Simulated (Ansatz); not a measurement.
## Cu: work and stress of cleavage

These are results of DFT PBEsol, scalar-relativistic, plane waves, PAW (Ansatz), not measurements. The runs took a 420 eV cutoff, a Γ-centred 27×27×5 mesh and Gaussian smearing (0.15 eV). No spin polarisation. Energies are free energies at this smearing, counted from the undisturbed cell; pressure is positive in compression.

Reference structure (relaxed at this level; this form isn't the usual structure):

```xyz
6
Lattice="-1.2603 -2.1829 0.0000 1.2603 -2.1829 0.0000 0.0000 0.0000 12.3496" Properties=species:S:1:pos:R:3 pbc="T T T"
Cu    0.0000   -2.9105   11.3206
Cu    0.0000   -2.9105    3.0876
Cu    0.0000   -2.9105    7.2041
Cu    0.0000   -1.4553    1.0293
Cu    0.0000   -1.4553    5.1459
Cu    0.0000   -1.4553    9.2624
```

The cut lies on the cell's a–b face, a (0 0 1) plane (indices in the standard cell, whose axes needn't be the Cartesian ones shown) of area 5.50 Å², between layers 2.06 Å apart. Vector c is lengthened by d along the normal with the atoms' Cartesian places fixed: one unrelaxed cut a cell. The traction is positive where the two halves pull on each other.

```
d (Å) energy (J/m²) traction (GPa)
-0.30           0.88           -68.7
-0.15           0.19           -26.7
 0.00           0.00            -0.8
 0.25           0.28            19.4
 0.50           0.84            23.8
 0.75           1.41            21.6
 1.00           1.90            17.5
 1.50           2.58            10.1
 2.00           2.95             5.4
 3.00           3.22             1.0
 6.00           3.27             0.0
```

**Question.** What are the work of separation and the cleavage stress, and do they fit the universal binding curve?

**Answer.** The energy levels off near W ≈ 3.27 J/m² (the traction is down to 0.0 GPa), the energy of the two unrelaxed faces, 1.64 J/m² each on average. The largest sampled traction is 23.8 GPa at d = 0.50 Å, and a parabola through it and its two neighbours peaks at σ_max ≈ 23.9 GPa, d ≈ 0.54 Å. The curve E = W[1 − (1 + d/ℓ)exp(−d/ℓ)] peaks in traction at d = ℓ with σ_max = W/(eℓ); with 1 J/m² per Å = 10 GPa this W and σ_max give ℓ = 0.50 Å. A parabola through that curve at the same three d peaks at 0.54 Å, against 0.54 Å here, a fair fit. Real crystals break at far lower stress, because cracks concentrate it, and on the plane of lowest W, which needn't be this one.

The cut is rigid; relaxing the faces lowers these energies and usually the stresses.

In a metal these slopes depend on the k mesh and the smearing.

Cost: 11 runs of about 17 core-minutes in all, on Intel Xeon Platinum 8259CL (Skylake/Cascade Lake) (shared hosts).